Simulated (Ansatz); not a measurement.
Screening note. The current through a thin insulator falls as exp(−2kd), with k the slowest decay constant of states in the gap.

The reference row is α-quartz SiO2. The Fermi level is put at mid-gap. Of the planes computed for each crystal, the one with the slowest decay is listed. Wanted: the thickness for 4 decades of attenuation, and how many decades a 2.0 nm film gains over the reference.

Levels of theory (Ansatz, a plane-wave PAW program, with an older set of its potentials): plane, in the cell as filed, gap, decay constant k, slowest state: r²SCAN, complex band structure, on cells taken as filed or relaxed beforehand.

Not checked to be the ambient phase: Rb2NaYF6 (Fm-3m, cF40); Cs2KYF6 (Fm-3m, cF40); Cs2LiYCl6 (Fm-3m, cF40); K2NaRhF6 (Fm-3m, cF40); Rb2KRhF6 (Fm-3m, cF40); Ba2CaMoO6 (Fm-3m, cF40); K2NaScF6 (Fm-3m, cF40). Cells under pressure at the level used (negative: too large): Rb2NaYF6 (Fm-3m, cF40) −3 GPa, Cs2KYF6 (Fm-3m, cF40) −2 GPa, K2NaRhF6 (Fm-3m, cF40) −4 GPa, Rb2KRhF6 (Fm-3m, cF40) −3 GPa, Ba2CaMoO6 (Fm-3m, cF40) −6 GPa, K2NaScF6 (Fm-3m, cF40) −3 GPa. Spin–orbit coupling is left out unless named; no shift is given for Rb2NaYF6 (Fm-3m, cF40), Cs2KYF6 (Fm-3m, cF40), Cs2LiYCl6 (Fm-3m, cF40), K2NaRhF6 (Fm-3m, cF40), Rb2KRhF6 (Fm-3m, cF40), Ba2CaMoO6 (Fm-3m, cF40).

Working rules: decades per nm = 2k × 10 Å/ln 10 = 8.686 k; thickness = 4/(decades per nm); extra decades of a 2.0 nm film = 2.0 × (row − reference).

```csv
crystal,"plane, in the cell as filed",gap on the mesh (eV),k at mid-gap (1/Å),planes computed,slowest state,decades per nm,thickness (nm),decades beyond the reference
"Rb2NaYF6 (Fm-3m, cF40)",(110),7.27,0.537,3,at Γ,4.664,0.86,0.7
"Cs2KYF6 (Fm-3m, cF40)",(001),7.25,0.506,2,at Γ,?,?,?
"Cs2LiYCl6 (Fm-3m, cF40)",(111),5.46,0.411,1,at Γ,3.570,1.12,−1.5
"K2NaRhF6 (Fm-3m, cF40)",(001),2.47,0.501,3,at Γ,4.352,0.92,0.1
"α-quartz SiO2, reference",(111),6.61,0.496,2,at Γ,4.308,0.93,0.0
"Rb2KRhF6 (Fm-3m, cF40)",(001),2.62,0.413,3,at Γ,?,?,?
"Ba2CaMoO6 (Fm-3m, cF40)",(001),2.33,0.315,3,at Γ,2.736,1.46,−3.1
"K2NaScF6 (Fm-3m, cF40)",(110),7.59,0.570,3,at Γ,?,?,?
```

### Question
Complete the blanks.

### Answer

- K2NaScF6 (Fm-3m, cF40): decades per nm: 8.686 × 0.570 = 4.951; thickness: 4/4.951 = 0.81 nm; decades beyond the reference: 2.0 × (4.951 − 4.308) = 1.3.
- Cs2KYF6 (Fm-3m, cF40): decades per nm: 8.686 × 0.506 = 4.395; thickness: 4/4.395 = 0.91 nm; decades beyond the reference: 2.0 × (4.395 − 4.308) = 0.2.
- Rb2KRhF6 (Fm-3m, cF40): decades per nm: 8.686 × 0.413 = 3.587; thickness: 4/3.587 = 1.12 nm; decades beyond the reference: 2.0 × (3.587 − 4.308) = −1.4.

In order of decades per nm, highest first: K2NaScF6 (Fm-3m, cF40) (4.951 ± 0.30) ≈ Rb2NaYF6 (Fm-3m, cF40) (4.664 ± 0.28) ≈ Cs2KYF6 (Fm-3m, cF40) (4.395 ± 0.26) ≈ K2NaRhF6 (Fm-3m, cF40) (4.352 ± 0.26) ≈ α-quartz SiO2 (4.308 ± 0.26), Rb2KRhF6 (Fm-3m, cF40) (3.587 ± 0.22) ≈ Cs2LiYCl6 (Fm-3m, cF40) (3.570 ± 0.21), Ba2CaMoO6 (Fm-3m, cF40) (2.736 ± 0.16). The ± follows from allowances picked for this note (decay constant k 6 %), carried to first order and added in quadrature; ≈ joins neighbours closer than their two ± added in quadrature. At the edge of that rule, so that a last digit could turn the call: α-quartz SiO2 and Rb2NaYF6 (Fm-3m, cF40). On this figure 1 of 7 candidates do clearly better than the reference.

The gaps are the functional's own, as a rule smaller than measured ones, and k shrinks with them; planes not computed could decay more slowly; interface matching and symmetry filtering by the electrodes are not included. Where several phases of a formula are at hand, those over 0.1 eV/atom above the lowest were not drawn (by r²SCAN where it compared them, else by the largest value; a layered or molecular lowest phase counts only with a dispersion term); other phases could lie lower still. Crystals of Pb, Bi, Tl or Hg, those whose gap spin–orbit coupling moves by over 0.3 eV, and those of Te, I or Sb with no such test at hand were not drawn. The rows are a sample and no shortlist: familiar crystals first, some related and some not, whatever their agreement with measurement; tables with many equal figures were not kept. Limits of the draw: gap over 1 eV, no layered crystals, primitive or conventional cells alone; no unfamiliar magnets, and cubic perovskites only if shown or known to be stable. As a rule kept out of such tables: 4f compounds, open-shell compounds run without a Hubbard term, cells found unstable in the tests at hand, cells close to a higher symmetry, and runs set to a pressure or over 12 % in volume from the crystal's fullest run.
